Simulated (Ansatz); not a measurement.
## Ge3AsN: clamped-ion elastic tensor

Method: DFT PBE, scalar-relativistic, plane waves, PAW (Ansatz). Settings: 420 eV plane-wave cutoff, Γ-centred 8×8×8 mesh, Fermi-Dirac smearing of 0.15 eV. No spin polarisation.

Relaxed structure:
```xyz
5
Lattice="4.4497 0.0000 0.0000 0.0000 4.4497 0.0000 0.0000 0.0000 4.4497" Properties=species:S:1:pos:R:3 pbc="T T T"
Ge    0.0000    2.2248    2.2248
Ge    2.2248    0.0000    2.2248
Ge    2.2248    2.2248    0.0000
As    0.0000    0.0000    0.0000
N     2.2248    2.2248    2.2248
```

The cell was built by swapping an element in a database structure (itself possibly hypothetical) and relaxing; it need not be the stable form of this composition. In a metal, frequencies and elastic constants depend on the k mesh and the smearing, soft modes and shear constants most. A semilocal functional can close a gap that the real compound has.

Give the clamped-ion elastic constants (GPa, Voigt order xx yy zz yz xz xy, on the axes of the cell above).

Answers

```
79.6 70.5 70.5  0.0  0.0  0.0
70.5 79.6 70.5  0.0  0.0  0.0
70.5 70.5 79.6  0.0  0.0  0.0
 0.0  0.0  0.0  8.3  0.0  0.0
 0.0  0.0  0.0  0.0  8.3  0.0
 0.0  0.0  0.0  0.0  0.0  8.3
```